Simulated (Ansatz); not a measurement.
## Frozen-phonon scan for Pt (fcc, Cu type)

Starting cell, Pt (fcc, Cu type):

```
CELL_PARAMETERS angstrom
      0.00000     3.94026     3.94026
      1.97013     1.97013     3.94026
      1.97013     1.97013     0.00000
ATOMIC_POSITIONS crystal
  Pt 0.00000 0.00000 0.00000
  Pt 0.50000 0.00000 0.00000
```

The atoms are displaced by Q × the pattern below (from a DFPT mode at X = (0.5, 0.5, 0.0), largest move 1; Q in Å), at fixed cell. It is one choice among 2 degenerate patterns. (q is in reciprocal vectors of the primitive cell; the cell shown is doubled to hold the pattern.)

```csv
atom,x,y,z
Pt1,0.000,1.000,0.000
Pt2,0.000,-1.000,0.000
```

These are r2SCAN (plane waves to 500 eV, PAW, scalar-relativistic; Ansatz, a program for electronic structure) values and carry that method's errors. k mesh 20×20×20 (Γ-centred), Fermi-Dirac smearing 0.05 eV. Energies are smeared free energies. Stress and pressure are positive under compression. With partly filled bands, energies and forces of such displacements shift with the k mesh and the smearing. Pt is run without spin polarisation. Pt was relaxed with its symmetry unable to fall. Spin-orbit coupling is left out, though Pt is heavy. ΔE is measured from the undisplaced structure.

```json
[
 {"Q (Å)": "-0.180", "ΔE (meV/cell)": "365", "P (GPa)": "8.8", "−dE/dQ from forces (eV/Å)": "3.979"},
 {"Q (Å)": "-0.150", "ΔE (meV/cell)": "255", "P (GPa)": "6.1", "−dE/dQ from forces (eV/Å)": "3.358"},
 {"Q (Å)": "-0.120", "ΔE (meV/cell)": "163", "P (GPa)": "3.9", "−dE/dQ from forces (eV/Å)": "2.716"},
 {"Q (Å)": "-0.090", "ΔE (meV/cell)": "92", "P (GPa)": "2.2", "−dE/dQ from forces (eV/Å)": "2.044"},
 {"Q (Å)": "-0.060", "ΔE (meV/cell)": "41", "P (GPa)": "1.0", "−dE/dQ from forces (eV/Å)": "1.362"},
 {"Q (Å)": "-0.030", "ΔE (meV/cell)": "10", "P (GPa)": "0.3", "−dE/dQ from forces (eV/Å)": "0.680"},
 {"Q (Å)": "0.000", "ΔE (meV/cell)": "0", "P (GPa)": "0.0", "−dE/dQ from forces (eV/Å)": "0.000"},
 {"Q (Å)": "0.030", "ΔE (meV/cell)": "10", "P (GPa)": "0.3", "−dE/dQ from forces (eV/Å)": "-0.680"},
 {"Q (Å)": "0.060", "ΔE (meV/cell)": "41", "P (GPa)": "1.0", "−dE/dQ from forces (eV/Å)": "-1.362"},
 {"Q (Å)": "0.090", "ΔE (meV/cell)": "92", "P (GPa)": "2.2", "−dE/dQ from forces (eV/Å)": "-2.044"},
 {"Q (Å)": "0.120", "ΔE (meV/cell)": "163", "P (GPa)": "3.9", "−dE/dQ from forces (eV/Å)": "-2.716"},
 {"Q (Å)": "0.150", "ΔE (meV/cell)": "255", "P (GPa)": "6.1", "−dE/dQ from forces (eV/Å)": "-3.358"},
 {"Q (Å)": "0.180", "ΔE (meV/cell)": "365", "P (GPa)": "8.8", "−dE/dQ from forces (eV/Å)": "-3.979"}
]
```

Derived quantities:

- Energy at Q = 0.180 Å = 365 meV/cell
- Space group of the distorted cell = Cmcm (No. 63), lowered from Fm-3m
- Symmetry of the curve = even: the same for both signs
- Shape of the curve = a single well with its minimum at or next to zero displacement
- Harmonic wavenumber from the curvature (finite differences) = 126 cm⁻¹
- Wavenumber by perturbation theory (DFPT, on another k mesh) = 125 cm⁻¹

(A displaced cell: forces are minus the slopes of the energy, force constants its curvatures, and phonons follow from these.)
